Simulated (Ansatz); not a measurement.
Here is the system:

P₂W:
```
P2W
1.0
    1.56590    -5.54085     0.00000
    1.56590     5.54085     0.00000
    0.00000     0.00000     4.93335
P W
4 2
Cartesian
  1.56590   4.76537   1.88732
  1.56590  -4.76537   4.35399
  1.56590  -3.29260   0.98909
  1.56590   3.29260   3.45576
  1.56590   1.03394   2.46642
  1.56590  -1.03394   4.93309
```

This is the LDA-relaxed structure.

All from the program Ansatz at the LDA level (PAW), unless another level is named. Estimate the electronic character.

metallic (no gap).

Next, the formation energy from the elements (no fitted shifts)?

-0.51 eV/atom.

Predict the density of states at the Fermi level.

0.19 states/eV per atom (mean over ±0.08 eV).

Space group Cmc2_1. The workflow started from a Materials Project entry (that database holds measured and hypothetical structures alike); the Crystallography Open Database files this formula in space group No. 36, but the cells were not matched. Its standing as an ambient phase is unchecked. Symmetry was held in the LDA relaxation; its stability against distortions is not shown here. The run is not spin-polarised. The references are the lowest solids computed at this level, not always the standard phases. Spin–orbit coupling is left out wherever it is not named.

Potentials: the earlier of the program's two PAW sets. The files were generated under PBE; for other functionals the program regenerates the frozen cores, and for LDA and PBEsol the local potential too.
